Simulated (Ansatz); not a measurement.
W2N3:
```xyz
10
Lattice="2.4960 4.2962 0.0000 -2.4960 4.2962 0.0000 -1.6803 0.0000 5.0711" Properties=species:S:1:pos:R:3 pbc="T T T"
W     -0.8250     7.1446     0.0454
W     -0.8250     1.4477     0.0454
W     -2.5388     4.2962     4.9921
W     -0.8356     4.2962     2.6455
N      0.7666     4.2962     3.8037
N     -1.6467     5.7267     3.7903
N     -1.6467     2.8656     3.7903
N     -0.0337     5.6543     1.2692
N     -0.0337     2.9381     1.2692
N     -2.4389     4.2962     1.2802
```

Relaxed with r²SCAN. Special points in fractions of this cell's reciprocal vectors: Γ (0.000, 0.000, 0.000); Y (0.500, 0.500, 0.000); M (0.500, 0.500, 0.500); A (0.000, 0.000, 0.500); L2 (0.000, 0.500, 0.500); V2 (0.000, 0.500, 0.000).

Problem. List the band energies nearest the Fermi level at these points for DFT-r²SCAN in the program Ansatz with PAW potentials.

Solution. In eV from the Fermi level; about four levels below and three above (degenerate sets whole), none deeper than 8.9 eV; points with the same levels are listed once.

```csv
k,below,above
Γ,-2.12 -1.34 -1.30 -1.05,0.58 0.89 1.43
Y,-2.42 -1.77 -1.74 -0.11,0.61 1.73 2.57
M,-3.12 -3.11 -2.15 -1.92 -1.68,1.01 1.24 1.56
A,-3.40 -3.12 -1.24 -1.18,0.17 0.53 0.73
L2,-2.99 -2.47 -1.92 -1.62,0.73 0.89 1.99
V2,-2.85 -2.14 -1.83 -1.50,0.33 0.86 1.36
```

Space group Cm. The first step of the workflow began from a Materials Project structure, measured or hypothetical; the Crystallography Open Database copy checked does not list it. Whether it is the stable phase at ambient conditions was not checked. The r²SCAN relaxation kept the symmetry of its start; its stability against distortions is not shown here. No spin polarisation was allowed. A small band overlap can be real or an error of a semilocal functional. The Fermi level of a semimetal is unsure by some 0.05 eV on such meshes. Scalar-relativistic: spin–orbit coupling is off unless named, which matters more the heavier the elements.

Potentials: the earlier of the program's two PAW sets.
